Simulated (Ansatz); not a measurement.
**Si, simple cubic: geometry optimisation**

All numbers below come from DFT, BLYP, plane waves (420 eV) with PAW, scalar-relativistic (Ansatz 0.2.0). The PAW files were generated under PBE, with cores re-solved for the functional.

k-point mesh 12×12×12, Fermi-Dirac smearing 0.1 eV, no spin polarisation. Cell and atoms relax.

Starting structure:

```yaml
crystal:
  lattice:
    - [2.53117, 0.00000, 0.00000]
    - [0.00000, 2.53117, 0.00000]
    - [0.00000, 0.00000, 2.53117]
  atoms:
    - { symbol: Si, position: [0.00000, 0.00000, 0.00000] }
```

**Question.** The pressure at the start is 6.2 GPa. By how much does the volume change?

**Answer.** From 16.22 to 17.36 Å³ per atom, 7.1 %. The final cell has a = 2.590 Å.

**Question.** How much energy does the relaxation gain?

**Answer.** 20.8 meV per atom.

Path of the relaxation (the plane waves are chosen anew near the end, which can shift the energy a little):

```tsv
step	E − E(final) (meV/atom)	V (Å³/atom)	P (GPa)	max force (eV/Å)
0	20.84	16.217	6.18	0.000
1	2.05	17.007	1.69	0.000
2	0.27	17.324	0.19	0.000
3	0.25	17.364	0.01	0.000
4	0.00	17.364	0.03	0.000
```
